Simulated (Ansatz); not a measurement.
**Property card for Mg5Si16Pd10**

Mg$_{5}$Si$_{16}$Pd$_{10}$:
Space group F-43m (No. 216); a = b = c = 12.5790 Å, α = β = γ = 90.00°

```json
[
 {"atom": "Mg", "site": "16e", "symmetry": ".3m", "x": "0.6534", "y": "0.6534", "z": "0.6534"},
 {"atom": "Mg", "site": "4a", "symmetry": "-43m", "x": "0.0000", "y": "0.0000", "z": "0.0000"},
 {"atom": "Si", "site": "48h", "symmetry": "..m", "x": "0.0450", "y": "0.1838", "z": "0.1838"},
 {"atom": "Si", "site": "16e", "symmetry": ".3m", "x": "0.4283", "y": "0.4283", "z": "0.4283"},
 {"atom": "Pd", "site": "24f", "symmetry": "2.mm", "x": "0.0000", "y": "0.0000", "z": "0.2637"},
 {"atom": "Pd", "site": "16e", "symmetry": ".3m", "x": "0.8729", "y": "0.8729", "z": "0.8729"}
]
```
(The calculation used a cell of 31 atoms; values per cell refer to that cell.)

Space group F-43m (No. 216); conventional cell a = b = c = 12.5790 Å, α = β = γ = 90.00°.

Method: the program Ansatz at the r²SCAN level (PAW). The cell and atoms are relaxed at this level. Other levels are named where they apply.

Cell and energy:

| Item | Value |
|---|---|
| Volume per atom | 16.05 Å³ |
| Density | 5.46 g/cm³ |
| Formation energy from the elements (no fitted shifts) | -452 meV/atom |

Electronic structure:

| Item | Result |
|---|---|
| Electronic character | metallic (no gap) |
| Density of states at the Fermi level | 0.18 states/eV per atom (mean over ±0.08 eV) |

The workflow started from a Materials Project entry (that database holds measured and hypothetical structures alike); the Crystallography Open Database files this formula in space group No. 216, but the cells were not matched. Its standing as an ambient phase is unchecked. The r²SCAN relaxation kept the symmetry of its start; whether a distortion lowers the energy is not shown. The run is not spin-polarised. The references are the lowest solids computed at this level, not always the standard phases. Spin–orbit coupling is left out wherever it is not named.

Potentials: the later of the program's two PAW sets.
